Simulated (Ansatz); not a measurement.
A generated cell, not matched to a known phase here, of BeN: P6₃/mmc (No. 194), hP4; a = b = 2.9135 Å, c = 3.9937 Å, α = β = 90.00°, γ = 120.00°; Be 2d (0.667, 0.333, 0.250); N 2c (0.333, 0.667, 0.250). Computed with r2SCAN (plane waves to 500 eV, PAW, scalar-relativistic; Ansatz, a program for electronic structure). Element references, the lowest calculated here: Be (P6₃/mmc), N (Pa-3); gases are represented by their molecular solids.

Problem. Give the formation energy of this P6₃/mmc form of BeN from the elements at the level r2SCAN.

Solution. -0.23 eV/atom.

A lower structure of this composition may exist, and whether it forms at all is not checked here.

Static energies, no anion corrections, no zero-point energy. Values are rounded to 0.01 eV/atom. Not shown to be the ambient phase of their composition (a lower form may be missing, and a cell relaxed within its start's symmetry can be a saddle point): BeN (P6₃/mmc). The compounds carry no spin polarisation.
